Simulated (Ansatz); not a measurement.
The start is a generated trial cell of BAs in the zincblende structure type. Cell shape, volume and atoms are optimised at zero target pressure with r2SCAN (plane waves to 500 eV, PAW, scalar-relativistic; Ansatz, a first-principles code). The first steps use a coarse 8×8×8 k-mesh.

Initial structure:
```yaml
crystal:
  lattice:
    - [0.00000, 2.42296, 2.42296]
    - [2.42296, 0.00000, 2.42296]
    - [2.42296, 2.42296, 0.00000]
  atoms:
    - { symbol: As, position: [0.75000, 0.75000, 0.75000] }
    - { symbol: B, position: [0.00000, 0.00000, 0.00000] }
```

**Question.** By how much does the energy per atom fall from start to end?

**Answer.** 9 meV/atom.

**Question.** How does the volume change?

**Answer.** -3.9 %, from 14.22 to 13.67 Å³/atom.

**Question.** How do the shortest distances between atoms change?

**Answer.** The closest pairs of elements (up to four, under 3.6 Å), start → end: As–B 2.10 → 2.07 Å; As–As 3.43 → 3.38 Å; B–B 3.43 → 3.38 Å.

**Question.** What band gap does the relaxed structure have at this level?

**Answer.** 1.38 eV, indirect (valence top at Γ, conduction bottom at 76 % of the way from Γ to X) (no spin-orbit coupling).

**Question.** Write out the relaxed structure.

**Answer.** 
Space group F-43m (No. 216); a = 4.7826 Å, b = 4.7826 Å, c = 4.7826 Å, α = 90.00°, β = 90.00°, γ = 90.00°

```json
[
 {"atom": "As", "site": "4c", "symmetry": "-43m", "x": "0.2500", "y": "0.2500", "z": "0.2500"},
 {"atom": "B", "site": "4a", "symmetry": "-43m", "x": "0.0000", "y": "0.0000", "z": "0.0000"}
]
```
(The calculation used a cell of 2 atoms; values per cell refer to that cell.)

The space group stays F-43m (No. 216) (the run could not lower it); the end is zinc blende type, with 2 atoms in the primitive cell. Final values are on a 12×12×12 k-mesh of the relaxed cell. No spin polarisation in the result.

The run could not lose the symmetry of its start.

All atoms sit on sites fixed by symmetry, so only the cell could relax.
